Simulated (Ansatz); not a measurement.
input.yaml

```yaml
crystal:
  lattice:
    - [4.926255682, 0.0, 0.0]
    - [0.0, 4.926255682, 0.0]
    - [0.0, 0.0, 4.926255682]
  atoms:
    - { symbol: Al, position: [0.8441149784, 0.8441149784, 0.8441149784] }
    - { symbol: Al, position: [0.6558850216, 0.1558850216, 0.3441149784] }
    - { symbol: Al, position: [0.3441149784, 0.6558850216, 0.1558850216] }
    - { symbol: Al, position: [0.1558850216, 0.3441149784, 0.6558850216] }
    - { symbol: Pt, position: [0.1549404029, 0.1549404029, 0.1549404029] }
    - { symbol: Pt, position: [0.3450595971, 0.8450595971, 0.6549404029] }
    - { symbol: Pt, position: [0.6549404029, 0.3450595971, 0.8450595971] }
    - { symbol: Pt, position: [0.8450595971, 0.6549404029, 0.3450595971] }
basis:
  ecutwfc: 500
kpoints:
  mp_grid: { grid: [8, 8, 8] }
hamiltonian:
  xc: r2scan
scf:
  occupations: { method: gaussian, width: 0.1 }
output:
  forces: true
  stress: true
  eigenvalues: true
relax:
  adjacent_minimum: "off"
  f_tol: 0.01
  max_steps: 30
```

Run as
```bash
ansatz run input.yaml --threads 2 --pin off --max-ram 5120MiB --backend cpu --events-out ev --progress --plain --runs-dir out
```

Computed with DFT r2SCAN, scalar-relativistic, plane waves, PAW in Ansatz.

Abridged output (final results; tables in files aren't shown):

```
SCF 3 converged in 2 iterations: F = -52317.616190 eV  dr2 = 4.79e-9
SCF converged after 2 iterations
Free energy (F): -52317.616190 eV
Harris-Foulkes:  -52317.616190 eV  (|F-HF|=4.85e-9)
Internal energy: -52317.606999 eV  (E = F + TS)
E sigma→0 (E₀):  -52317.611594 eV
Entropy (-TS):   -0.009192 eV (-1.149 meV/atom)
Fermi energy:    16.011900 eV
--- Per-component energies (eV) ---
  E_band       = -986.202925
  E_kinetic    = 2654.340628
  E_local      = -8833.493620  (includes V_loc(G=0)·N_el)
  E_nonlocal   = 838.294562
  E_hartree    = 3476.906970
  E_xc         = -1154.790339
  E_vxc        = -1489.444185  (∫ρ·V_xc dr)
  E_paw        = -39811.085375  (= ΣΔE_a)
  E_vpaw       = -1204.166296  (= ΣTr[D̂ρ^β])
  E_aug_tail   = 0.000633  (compensation charges beyond the density's cutoff)
  E_vtau       = 94.451420  (kinetic-family band-sum trace: ∫τ·v_τ [+ j·A + Jᵃ·Aᵃ] dr)
  E_ewald      = -9486.614047
  E_core_change = -1.166410  (= ΣΔE_core)
  E_smearing   = -0.009192  (= −TS)
--- Forces (eV/Å), atoms counted from 1 ---
  atom   1  Al    -0.00323550    -0.00323550    -0.00323550
  atom   2  Al     0.00323550     0.00323550    -0.00323550
  atom   3  Al    -0.00323550     0.00323550     0.00323550
  atom   4  Al     0.00323550    -0.00323550     0.00323550
  atom   5  Pt    -0.00039379    -0.00039379    -0.00039379
  atom   6  Pt     0.00039379     0.00039379    -0.00039379
  atom   7  Pt    -0.00039379     0.00039379     0.00039379
  atom   8  Pt     0.00039379    -0.00039379     0.00039379
--- Stress (GPa, compression-positive) ---
       -5.553515       0.000000       0.000000
        0.000000      -5.553515       0.000000
        0.000000       0.000000      -5.553515
  P = ⅓ Tr σ = -5.5535 GPa (-55.535 kbar)
--- Band table (eV; the first three rows and the last of 45) ---
  k-point 0: bands = ["-84.6579", "-84.6516", "-84.6516", "-84.6516", "-38.3505", "-38.3505", "-38.3505", "-38.3015", "-38.3015", "-38.3015", "-38.2935", "-38.2536", "-38.2536", "-38.2299", "-38.2299", "-38.2299", "4.5489", "9.0013", "9.0013", "9.0013", "10.5066", "10.5066", "10.5066", "11.0249", "11.0249", "11.0249", "11.4136", "11.8749", "11.8749", "11.9443", "11.9443", "11.9443", "12.8561", "12.8561", "12.8561", "13.8818", "13.8818", "14.2249", "14.2249", "14.2249", "15.7896", "15.7896", "15.7896", "20.4354", "20.4354", "20.4354", "20.5268", "20.5268", "20.9371", "21.3721", "21.3721"]
  k-point 1: bands = ["-84.6577", "-84.6523", "-84.6515", "-84.6511", "-38.3554", "-38.3513", "-38.3438", "-38.3099", "-38.3039", "-38.2948", "-38.2909", "-38.2530", "-38.2515", "-38.2316", "-38.2313", "-38.2293", "4.6673", "8.6857", "9.0304", "9.1350", "10.3593", "10.4517", "10.6136", "10.8346", "10.9776", "11.3648", "11.5311", "11.5909", "11.6342", "11.8210", "12.0843", "12.2551", "12.7517", "12.8761", "13.0871", "13.8086", "13.8303", "13.8502", "14.1924", "14.7010", "15.3747", "15.6904", "16.6240", "19.5084", "19.8008", "19.9675", "19.9682", "20.4932", "20.8817", "21.4041", "21.6362"]
  k-point 2: bands = ["-84.6572", "-84.6533", "-84.6514", "-84.6509", "-38.3581", "-38.3533", "-38.3358", "-38.3150", "-38.3094", "-38.2988", "-38.2791", "-38.2514", "-38.2466", "-38.2352", "-38.2340", "-38.2300", "5.0174", "8.0514", "9.0970", "9.2186", "10.1226", "10.3526", "10.7605", "10.9236", "10.9273", "11.3282", "11.3545", "11.5699", "11.6288", "12.0151", "12.1321", "12.5440", "12.7162", "12.9209", "13.3723", "13.4954", "13.6912", "13.7099", "14.3355", "14.5457", "15.4228", "15.5688", "17.4939", "18.7302", "18.8352", "19.3094", "19.4498", "20.5853", "21.1182", "21.3704", "21.7578"]
  k-point 44: bands = ["-84.6532", "-84.6532", "-84.6532", "-84.6532", "-38.3468", "-38.3468", "-38.3468", "-38.3468", "-38.2841", "-38.2841", "-38.2841", "-38.2841", "-38.2312", "-38.2312", "-38.2312", "-38.2312", "8.5219", "8.5219", "8.5219", "8.5219", "9.9091", "9.9091", "9.9091", "9.9091", "11.1489", "11.1489", "11.1489", "11.1489", "11.6204", "11.6204", "11.6204", "11.6204", "13.2477", "13.2477", "13.2477", "13.2477", "13.4889", "13.4889", "13.4889", "13.4889", "15.1818", "15.1818", "15.1818", "15.1818", "23.0037", "23.0037", "23.0037", "23.0037", "23.4990", "23.4990", "23.4990"]
--- Relaxed structure (2 steps of the walk, 2 accepted, 0 SCFs on fresh bases) ---
  F+E_penalty+E_count = -52317.61619017 eV   max|allowed force component| = 3.234e-3 eV/Å
  atoms:
    - { symbol: Al, position: [0.84381824, 0.84381824, 0.84381824] }
    - { symbol: Al, position: [0.65618175, 0.15618175, 0.34381824] }
    - { symbol: Al, position: [0.34381824, 0.65618175, 0.15618175] }
    - { symbol: Al, position: [0.15618175, 0.34381824, 0.65618175] }
    - { symbol: Pt, position: [0.15502709, 0.15502709, 0.15502709] }
    - { symbol: Pt, position: [0.34497290, 0.84497290, 0.65502709] }
    - { symbol: Pt, position: [0.65502709, 0.34497290, 0.84497290] }
    - { symbol: Pt, position: [0.84497290, 0.65502709, 0.34497290] }
```

The relaxation met its thresholds.

The run took 98 s on 2 threads of Intel(R) Xeon(R) Platinum 8259CL CPU @ 2.50GHz (Skylake/Cascade Lake), on a shared host, peak memory 0.74 GiB.

Spin–orbit coupling is left out, which can shift energies with elements as heavy as these.